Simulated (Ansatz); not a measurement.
InSb:
```
CELL_PARAMETERS angstrom
      4.60248     0.00000     0.00000
     -2.30124     3.98586     0.00000
      0.00000     0.00000    15.09249
ATOMIC_POSITIONS crystal
  In 0.66667 0.33333 0.99990
  Sb 0.66667 0.33333 0.18770
  In 0.00000 0.00000 0.25035
  Sb 0.00000 0.00000 0.43705
  In 0.33333 0.66667 0.49990
  Sb 0.33333 0.66667 0.68770
  In 0.00000 0.00000 0.75035
  Sb 0.00000 0.00000 0.93705
```

Relaxed with PBEsol. Special points in fractions of this cell's reciprocal vectors: Γ (0.000, 0.000, 0.000); M (0.500, 0.000, 0.000); K (0.333, 0.333, 0.000); A (0.000, 0.000, 0.500); L (0.500, 0.000, 0.500); H (0.333, 0.333, 0.500).

**Question.** List the band energies nearest the Fermi level at these points for plane-wave PAW PBEsol (Ansatz code).

**Answer.** In eV from the Fermi level; about four levels below and three above (degenerate sets whole), none deeper than 8.9 eV; points with the same levels are listed once.

| k | below | above |
|---|---|---|
| Γ | -0.37 -0.07 0.00 0.00 | 0.34 0.67 0.90 |
| M | -1.73 -1.73 -1.72 -1.28 -1.01 | 0.59 0.84 1.15 |
| K | -2.45 -1.90 -1.90 -1.45 | 1.55 2.23 2.23 |
| A | -0.20 -0.20 -0.20 -0.20 | 0.45 0.45 0.91 0.91 |
| L | -1.79 -1.79 -1.25 -1.25 | 1.06 1.06 1.46 1.46 |
| H | -2.00 -2.00 -1.75 -1.75 | 1.75 1.75 2.48 2.48 |

Space group P6_3mc. The start of the workflow was typed in or built on a structure type; neither database checked (COD, Materials Project) lists it. It is not the phase usual at ambient conditions (space group No. 216). The PBEsol relaxation kept the symmetry of its start; of distortions, only those at the zone centre were tested. The Fermi level of a semimetal is unsure by some 0.05 eV on such meshes. Spin–orbit coupling is left out wherever it is not named.

Potentials: the later of the program's two PAW sets.
